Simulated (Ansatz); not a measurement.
Data:

LiIn:
```cif
data_In8Li8
_chemical_formula_sum 'In8 Li8'
_space_group_name_H-M_alt 'Fd-3m :1'
_space_group_IT_number 227
_space_group_name_Hall 'F 4d 2 3 -1d'
_cell_length_a 6.82491
_cell_length_b 6.82491
_cell_length_c 6.82491
_cell_angle_alpha 90.000
_cell_angle_beta 90.000
_cell_angle_gamma 90.000
loop_
_atom_site_label
_atom_site_type_symbol
_atom_site_symmetry_multiplicity
_atom_site_Wyckoff_symbol
_atom_site_fract_x
_atom_site_fract_y
_atom_site_fract_z
_atom_site_occupancy
In1 In 8 a 0.00000 0.00000 0.00000 1
Li1 Li 8 b 0.50000 0.50000 0.50000 1
```
(The calculation used a cell of 4 atoms; values per cell refer to that cell.)

This is the r²SCAN-relaxed structure.

Question: All from r²SCAN (plane waves, PAW; program Ansatz), unless another level is named. Estimate the density of states at the Fermi level.

Answer: 0.10 states/eV per atom (mean over ±0.08 eV).

Question: What about the formation energy from the elements (no fitted shifts)?

Answer: -0.35 eV/atom.

Question: What about the gap with spin–orbit coupling?

Answer: none (metallic).

The workflow started from an entry of the Crystallography Open Database (COD). Its standing as an ambient phase is unchecked. The cell was relaxed with r²SCAN under the symmetry of its start; whether a distortion lowers the energy is not shown. The references are the lowest solids computed at this level, not always the standard phases. Spin–orbit coupling is left out wherever it is not named.

Potentials: the later of the program's two PAW sets.
